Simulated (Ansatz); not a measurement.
Property card for TaRu

TaRu:
```xyz
2
Lattice="3.0455 0.0000 0.0000 0.0000 3.0455 0.0000 0.0000 0.0000 3.3905" Properties=species:S:1:pos:R:3 pbc="T T T"
Ru     0.0000     0.0000     0.0000
Ta     1.5228     1.5228     1.6953
```

Space group P4/mmm (No. 123), L1₀ or tetragonal B2; conventional cell a = 3.046 Å, b = 3.046 Å, c = 3.391 Å, α = 90.00°, β = 90.00°, γ = 90.00°.

Method: DFT-r²SCAN in the program Ansatz with PAW potentials. Geometry: relaxed at this level of theory. Other levels are named where they apply.

**Cell and energy**

```json
{
 "volume_per_atom": "15.72 Å³",
 "density": "14.89 g/cm³",
 "Formation energy from the elements (no fitted shifts)": "-353 meV/atom"
}
```

**Electronic structure**

```json
{
  "electronic_character": "metallic (no gap)",
  "Density of states at the Fermi level": "0.94 states/eV per atom (mean over ±0.08 eV)",
  "Gap with spin–orbit coupling": "none (metallic)"
}
```

**Mechanics**

```json
{
  "Bulk modulus (Birch–Murnaghan fit)": "268 GPa",
  "Pressure derivative B′": "4.1"
}
```

**Charges**

```json
{
 "bader_charges": "Ru -1.20, Ta +1.20 e"
}
```

The workflow started from an entry of the Crystallography Open Database (COD), which files this formula under 2 space groups. Its standing as an ambient phase is unchecked. The cell was relaxed with r²SCAN under the symmetry of its start; its stability against distortions is not shown here. No spin polarisation was allowed. Axis ratios of metals converge slowly with the k-mesh, so a and c are less sure than the volume. The references are the lowest solids computed at this level, not always the standard phases. Spin–orbit coupling is left out wherever it is not named.

Potentials: the later of the program's two PAW sets.
